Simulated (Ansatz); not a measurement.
LaOF:
```
CELL_PARAMETERS angstrom
      4.00104     0.00000     0.00000
      0.00000     4.00104     0.00000
      0.00000     0.00000     5.71191
ATOMIC_POSITIONS crystal
  La 0.50000 0.00000 0.71801
  La 0.00000 0.50000 0.28199
  O  0.00000 0.00000 0.50000
  O  0.50000 0.50000 0.50000
  F  0.50000 0.50000 0.00000
  F  0.00000 0.00000 0.00000
```

Relaxed with LDA.

**Question.** Give the optical modes at the zone centre with their infrared and Raman activity from DFPT, LDA in the plane-wave PAW code Ansatz.

**Answer.** Transverse frequencies, without the LO–TO term; a row sums one degenerate level.

| ω (cm⁻¹) | degeneracy | IR ((D/Å)²/amu) | Raman (Å⁴/amu) | activity | symmetry |
|---|---|---|---|---|---|
| 132 | 2 | 0.00 | 1.3 | Raman | Eg |
| 177 | 2 | 11.34 | 0 | IR | Eu |
| 185 | 1 | 0.00 | 11 | Raman | B1g |
| 230 | 1 | 0.00 | 7.4 | Raman | A1g |
| 240 | 1 | 17.93 | 0 | IR | A2u |
| 267 | 2 | 0.00 | 3.6 | Raman | Eg |
| 311 | 2 | 55.49 | 0 | IR | Eu |
| 364 | 1 | 0.00 | 50 | Raman | B1g |
| 443 | 2 | 0.00 | 68 | Raman | Eg |
| 499 | 1 | 4.14 | 0 | IR | A2u |

**Question.** How high does the top mode go among those that the LO–TO term moves?

**Answer.** 540 cm⁻¹ for q along x, 540 cm⁻¹ for q along y, 552 cm⁻¹ for q along z.

Space group P4/nmm. The workflow started from a Materials Project entry (that database holds measured and hypothetical structures alike); the Crystallography Open Database copy checked does not list it. COD files the formula under space group No. 166, so this cell is another polymorph or a model. Whether it is the stable phase at ambient conditions was not checked. The cell was relaxed with LDA under the symmetry of its start; phonons on a q-mesh show no instability. Scalar-relativistic: spin–orbit coupling is off unless named, which matters more the heavier the elements.

Potentials: the later of the program's two PAW sets.
